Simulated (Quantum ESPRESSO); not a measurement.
## TaTi2HfO7N (input and log of a self-consistent run)

A calculation, not a measurement. The program is pw.x of Quantum ESPRESSO 7.5 (plane-wave density functional theory). The cell is made up: 12 atoms on a fluorite lattice, with randomly drawn elements, strain and displacements, not relaxed. PseudoDojo standard norm-conserving files (v0.5 for PBE, v0.4.1 for LDA and PBEsol) set the functional; there is no spin polarisation, spin-orbit coupling or dispersion term, and the masses in the input are unused placeholders.

The hafnium pseudopotential is less sure than the others, with forces about 3 percent (worst 6) and pressure in oxides about 1.5 GPa (worst 2.7) from a second method in checks, which no rerun with the same files tests.

Input:

```
&control calculation='scf', pseudo_dir='./dojo.nc.sr.pbe.v0_5.standard.upf', outdir='./o', disk_io='low', tprnfor=.true., tstress=.true. /
&system ibrav=0, nat=12, ntyp=5, nbnd=54, ecutwfc=105.61755193, nosym=.true., tot_charge=0,
 occupations='smearing', smearing='fd', degauss=0.0018374661
/
&electrons conv_thr=7.350e-09, electron_maxstep=60, /
ATOMIC_SPECIES
Hf 1.0 Hf.upf
N 1.0 N.upf
O 1.0 O.upf
Ta 1.0 Ta.upf
Ti 1.0 Ti.upf
CELL_PARAMETERS angstrom
5.0847 0.0383 -0.0406
0.0383 4.9611 0.0409
-0.0406 0.0409 5.0325
ATOMIC_POSITIONS angstrom
Ta 0.0541 -0.0106 -0.0193
Ti 0.0514 2.5822 2.5996
Ti 2.385 -0.1068 2.5411
Hf 2.7048 2.4308 -0.0212
O 1.3334 1.2123 1.2219
O 1.1855 1.3707 3.735
O 1.3329 3.7761 1.2619
O 1.2264 3.7627 3.7347
O 3.9366 1.3429 1.1728
O 3.6984 1.2781 3.6387
O 4.0506 3.7906 1.3319
N 3.6985 3.8493 3.8479
K_POINTS automatic
6 7 6 1 1 1
```

The log is shortened where brackets say so; the opening notice, blank lines, dates and the lines on written files are dropped, and the path of the files is cut. It prints rydbergs, bohrs and kilobars, and counts compression as positive stress. With no partly filled state, the Fermi energy that it prints is only some level between the filled and the empty states on the mesh, and need not lie in the true gap.

```
     Program PWSCF v.7.5
     Parallel version (MPI & OpenMP), running on       4 processor cores
     Number of MPI processes:                 4
     Threads/MPI process:                     1
     [start-up lines left out]
     bravais-lattice index     =            0
     lattice parameter (alat)  =       9.6093  a.u.
     unit-cell volume          =     856.5267 (a.u.)^3
     number of atoms/cell      =           12
     number of atomic types    =            5
     number of electrons       =        96.00
     number of Kohn-Sham states=           54
     kinetic-energy cutoff     =     105.6176  Ry
     charge density cutoff     =     422.4702  Ry
     scf convergence threshold =      7.3E-09
     mixing beta               =       0.7000
     number of iterations used =            8  plain     mixing
     Exchange-correlation= PBE
                           (   1   4   3   4   0   0   0)
     [axes and pseudopotential details left out]
   Cartesian axes
     site n.     atom                  positions (alat units)
         1        Ta     tau(   1) = (   0.0106391  -0.0020846  -0.0037955  )
         2        Ti     tau(   2) = (   0.0101081   0.5078066   0.5112285  )
         3        Ti     tau(   3) = (   0.4690260  -0.0210029   0.4997241  )
         4        Hf     tau(   4) = (   0.5319167   0.4780328  -0.0041691  )
         5        O      tau(   5) = (   0.2622219   0.2384068   0.2402947  )
         6        O      tau(   6) = (   0.2331364   0.2695572   0.7345124  )
         7        O      tau(   7) = (   0.2621236   0.7425949   0.2481609  )
         8        O      tau(   8) = (   0.2411796   0.7399597   0.7344534  )
         9        O      tau(   9) = (   0.7741583   0.2640901   0.2306388  )
        10        O      tau(  10) = (   0.7273147   0.2513468   0.7155743  )
        11        O      tau(  11) = (   0.7965772   0.7454465   0.2619269  )
        12        N      tau(  12) = (   0.7273344   0.7569902   0.7567149  )
     number of k points=   126  Fermi-Dirac smearing, width (Ry)=  0.0018
     Number of k-points >= 100: set verbosity='high' to print them.
     Dense  grid:   125619 G-vectors     FFT dimensions: (  64,  64,  64)
     Estimated max dynamical RAM per process >     632.38 MB
     Estimated total dynamical RAM >       2.38 GB
     Initial potential from superposition of free atoms
     starting charge      95.9940, renormalised to      96.0000
     Starting wfcs are   72 randomized atomic wfcs
     total cpu time spent up to now is       15.5 secs
     per-process dynamical memory:   543.7 Mb
     Self-consistent Calculation
     iteration #  1     ecut=   105.62 Ry     beta= 0.70
     Davidson diagonalization with overlap
     ethr =  1.00E-02,  avg # of iterations =  2.0
     total cpu time spent up to now is       44.3 secs
     total energy              =    -730.61151947 Ry
     estimated scf accuracy    <       6.00882293 Ry
     iteration #  2     ecut=   105.62 Ry     beta= 0.70
     Davidson diagonalization with overlap
     ethr =  6.26E-03,  avg # of iterations =  6.6
     total cpu time spent up to now is      100.1 secs
     total energy              =    -724.00486554 Ry
     estimated scf accuracy    <      71.23778672 Ry
     iteration #  3     ecut=   105.62 Ry     beta= 0.70
     Davidson diagonalization with overlap
     ethr =  6.26E-03,  avg # of iterations =  6.9
     total cpu time spent up to now is      147.2 secs
     total energy              =    -733.48314310 Ry
     estimated scf accuracy    <       4.12927403 Ry
     iteration #  4     ecut=   105.62 Ry     beta= 0.70
     Davidson diagonalization with overlap
     ethr =  4.30E-03,  avg # of iterations =  2.3
     total cpu time spent up to now is      177.9 secs
     total energy              =    -733.88764062 Ry
     estimated scf accuracy    <       1.22251762 Ry
     iteration #  5     ecut=   105.62 Ry     beta= 0.70
     Davidson diagonalization with overlap
     ethr =  1.27E-03,  avg # of iterations =  3.5
     total cpu time spent up to now is      207.4 secs
     total energy              =    -733.80588062 Ry
     estimated scf accuracy    <       0.84091458 Ry
     [iterations 6 to 21 left out]
     iteration # 22     ecut=   105.62 Ry     beta= 0.70
     Davidson diagonalization with overlap
     ethr =  3.22E-09,  avg # of iterations =  4.3
     total cpu time spent up to now is      816.7 secs
     total energy              =    -733.84434998 Ry
     estimated scf accuracy    <       0.00000173 Ry
     iteration # 23     ecut=   105.62 Ry     beta= 0.70
     Davidson diagonalization with overlap
     ethr =  1.80E-09,  avg # of iterations =  3.6
     total cpu time spent up to now is      849.2 secs
     total energy              =    -733.84435010 Ry
     estimated scf accuracy    <       0.00000019 Ry
     iteration # 24     ecut=   105.62 Ry     beta= 0.70
     Davidson diagonalization with overlap
     ethr =  1.99E-10,  avg # of iterations =  6.3
     total cpu time spent up to now is      902.4 secs
     total energy              =    -733.84435027 Ry
     estimated scf accuracy    <       0.00000044 Ry
     iteration # 25     ecut=   105.62 Ry     beta= 0.70
     Davidson diagonalization with overlap
     ethr =  1.99E-10,  avg # of iterations =  1.5
     total cpu time spent up to now is      928.8 secs
     total energy              =    -733.84435024 Ry
     estimated scf accuracy    <       0.00000016 Ry
     iteration # 26     ecut=   105.62 Ry     beta= 0.70
     Davidson diagonalization with overlap
     ethr =  1.64E-10,  avg # of iterations =  4.6
     total cpu time spent up to now is      961.8 secs
     End of self-consistent calculation
     Number of k-points >= 100: set verbosity='high' to print the bands.
     the Fermi energy is    12.6837 ev
!    total energy              =    -733.84435026 Ry
     estimated scf accuracy    <          6.4E-09 Ry
     smearing contrib. (-TS)   =      -0.00000000 Ry
     internal energy E=F+TS    =    -733.84435026 Ry
     The total energy is F=E-TS. E is the sum of the following terms:
     one-electron contribution =    -159.09630184 Ry
     hartree contribution      =     132.81429592 Ry
     xc contribution           =    -157.50644208 Ry
     ewald contribution        =    -550.05590225 Ry
     convergence has been achieved in  26 iterations
     Forces acting on atoms (cartesian axes, Ry/au):
     atom    1 type  4   force =    -0.07566508    0.01584922    0.01535063
     atom    2 type  5   force =    -0.07185576   -0.00574333   -0.01144214
     atom    3 type  5   force =     0.05450711    0.01015292    0.02157423
     atom    4 type  1   force =    -0.00651172   -0.00701430    0.01017239
     atom    5 type  3   force =    -0.00216544   -0.00302168    0.00630858
     atom    6 type  3   force =    -0.01211308   -0.05517726    0.01808128
     atom    7 type  3   force =     0.03013857   -0.01639397   -0.00832922
     atom    8 type  3   force =    -0.02916734    0.04363794    0.00231372
     atom    9 type  3   force =     0.03691720   -0.03410425   -0.02947744
     atom   10 type  3   force =     0.04127859    0.01216544    0.00046156
     atom   11 type  3   force =    -0.03079651    0.01769144   -0.00208380
     atom   12 type  2   force =     0.06543346    0.02195784   -0.02292979
     Total force =     0.186158     Total SCF correction =     0.000278
     Computing stress (Cartesian axis) and pressure
          total   stress  (Ry/bohr**3)                   (kbar)     P=      -79.03
  -0.00080560   0.00004390  -0.00010010         -118.51        6.46      -14.73
   0.00004390  -0.00009145  -0.00022446            6.46      -13.45      -33.02
  -0.00010010  -0.00022446  -0.00071469          -14.73      -33.02     -105.13
     init_run     :     14.81s CPU     15.44s WALL (       1 calls)
     electrons    :    943.70s CPU    946.26s WALL (       1 calls)
     forces       :      5.40s CPU      5.51s WALL (       1 calls)
     stress       :     19.03s CPU     19.64s WALL (       1 calls)
     [timing details left out]
     PWSCF        :  16m23.17s CPU  16m27.32s WALL
     JOB DONE.
```

In other units: free energy -9984.461 eV for the cell, pressure -7.90 GPa, largest force component 1.945 eV/Å. This run is the check on a run of the same cell at 1143 eV and a 4 x 5 x 4 mesh: rerunning at 1437 eV and a 6 x 7 x 6 mesh moved values by no more than 0.002 eV in energy, 0.05 GPa in stress and 0.004 eV/Å in force.